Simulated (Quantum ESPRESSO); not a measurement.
```cif
data_Cs8F24Na4Y4
_chemical_formula_sum 'F24 Na4 Y4 Cs8'
_space_group_name_H-M_alt 'Fm-3m'
_space_group_IT_number 225
_space_group_name_Hall '-F 4 2 3'
_cell_length_a 9.20141
_cell_length_b 9.20141
_cell_length_c 9.20141
_cell_angle_alpha 90.000
_cell_angle_beta 90.000
_cell_angle_gamma 90.000
loop_
_atom_site_label
_atom_site_type_symbol
_atom_site_symmetry_multiplicity
_atom_site_Wyckoff_symbol
_atom_site_fract_x
_atom_site_fract_y
_atom_site_fract_z
_atom_site_occupancy
F1 F 24 e 0.00000 0.00000 0.23928 1
Na1 Na 4 b 0.50000 0.50000 0.50000 1
Y1 Y 4 a 0.00000 0.00000 0.00000 1
Cs1 Cs 8 c 0.25000 0.25000 0.25000 1
```
(The calculation used a cell of 10 atoms; values per cell refer to that cell.)

The geometry is that of Materials Project entry mp-13925, symmetrised and not relaxed again.

Q: What does norm-conserving LDA (Quantum ESPRESSO, 88 Ry, without SOC) give for the electronic structure near the Fermi level?

A: The LDA gap is direct, 6.54 eV at Γ. Another valence extremum on the path lies within 0.02 eV, too close to call.
